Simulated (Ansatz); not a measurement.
An Ansatz (a program for electronic structure) input:

Ansatz 0.2 input:
```yaml
crystal:
  lattice:
    - [3.0110832643, 0.0, 0.0]
    - [-1.5055416322, 2.6076745998, 0.0]
    - [0.0, 0.0, 18.1498581541]
  atoms:
    - { symbol: Ti, position: [0.6666666667, 0.3333333333, 0.3652267242] }
    - { symbol: Ti, position: [0.3333333333, 0.6666666667, 0.6347732758] }
    - { symbol: Ti, position: [0.3333333333, 0.6666666667, 0.8652267242] }
    - { symbol: Ti, position: [0.6666666667, 0.3333333333, 0.1347732758] }
    - { symbol: Ti, position: [0.0, 0.0, 0.5] }
    - { symbol: Ti, position: [0.0, 0.0, 0.0] }
    - { symbol: Ir, position: [0.0, 0.0, 0.75] }
    - { symbol: Ir, position: [0.0, 0.0, 0.25] }
    - { symbol: C, position: [0.3333333333, 0.6666666667, 0.4285593652] }
    - { symbol: C, position: [0.6666666667, 0.3333333333, 0.5714406348] }
    - { symbol: C, position: [0.6666666667, 0.3333333333, 0.9285593652] }
    - { symbol: C, position: [0.3333333333, 0.6666666667, 0.0714406348] }
kpoints:
  mp_grid: { grid: [11, 11, 2] }
  band_path:
    path:
      - [[0.0, 0.0, 0.0], [0.5, 0.0, 0.0], [0.3333333333, 0.3333333333, 0.0], [0.0, 0.0, 0.0], [0.0, 0.0, 0.5], [0.5, 0.0, 0.5], [0.3333333333, 0.3333333333, 0.5], [0.0, 0.0, 0.5]]  # Γ-M-K-Γ-A-L-H-A
      - [[0.5, 0.0, 0.5], [0.5, 0.0, 0.0]]  # L-M
      - [[0.3333333333, 0.3333333333, 0.5], [0.3333333333, 0.3333333333, 0.0]]  # H-K
    npoints: 8
basis: { ecutwfc: 600 }
hamiltonian:
  xc: r2scan
  pseudopotentials: { azcp: { folder: ./paw }, kind: paw_fr }
magnetization: { noncollinear: true, spin_orbit: true }
scf:
  n_extra_bands: 24
  convergence: { dr2_threshold: 0.0000000001 }
  occupations: { method: gaussian, width: 0.05 }
output: { eigenvalues: true }
```

**Question.** How many symmetry operations and irreducible k-points will the run report?

**Answer.** 24 operations, 32 of 242 k-points.

**Question.** With a cutoff of 600 eV, how many plane waves at Γ?

**Answer.** 4717.

It took about 27 core-minutes (a rough figure) on shared server cores.

Space group P6_3/mmc. The start of the workflow was typed in or built on a structure type; neither database checked (COD, Materials Project) lists it. Its standing as an ambient phase is unchecked. Symmetry was held in the r²SCAN relaxation; whether a distortion lowers the energy is not shown. The run is not spin-polarised.

Potentials: the earlier of the program's two PAW sets.

Ansatz is a plane-wave DFT program.
